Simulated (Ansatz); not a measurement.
Below is a relaxed structure of Hf3ZrS8. The cell was found from a structure generator's guess, not taken from experiment.

Computed with DFT PBE, scalar-relativistic, plane waves, PAW (Ansatz). Cutoff 420 eV, Γ-centred mesh, Gaussian smearing, no spin polarisation.

```
Zr Hf S
1.0
     3.66017    0.00000    0.00000
    -1.83008    3.16980    0.00000
     0.00000    0.00000   27.33459
Zr Hf S
1 3 8
Cartesian
  0.0000 0.0000 13.6673
  0.0000 0.0000 20.4853
  0.0000 0.0000 0.0000
  0.0000 0.0000 6.8493
  0.0000 2.1132 21.9280
  0.0000 2.1132 1.4426
  0.0000 2.1132 8.2919
  0.0000 2.1132 15.1271
  1.8301 1.0566 25.8920
  1.8301 1.0566 5.4066
  1.8301 1.0566 12.2075
  1.8301 1.0566 19.0427
```

Formation energies are uncorrected and refer to the elements' standard structures at the same level.

(1) Find its symmetry and describe it.

(2) What is its formation energy per atom?

(3) Is it a metal?

## Answers

(1) P-3m1 (No. 164), with Zr and Hf ordered on cadmium iodide sites. Conventional cell: a = 3.660 Å, c = 27.335 Å. Zr is surrounded by 6 S at 2.57 Å; around Hf on a site of symmetry 3m lie 6 S at 2.56 Å; Hf on a site of symmetry -3m has 6 S at 2.56 Å; S on its first site is surrounded by 3 Hf at 2.56 Å; 3 more sites not described.

(2) −1.574 eV/atom. It lies below the elements, which doesn't yet make it stable against other compounds or structures.

(3) No, the gap on the 12×12×1 mesh is 1.11 eV.

The last run used a 12×12×1 mesh (in the run's order of axes) for its 12-atom cell and Gaussian smearing of 0.02 eV. Weakly bound directions are ill-defined at this level, which has no dispersion term. These runs have no spin–orbit coupling, which can matter for Hf. Kohn–Sham gaps at this level usually fall short of measured ones. The reference form of S is held partly by dispersion forces, which this level lacks. Symmetry constrained the relaxation, so the result can be a saddle point.
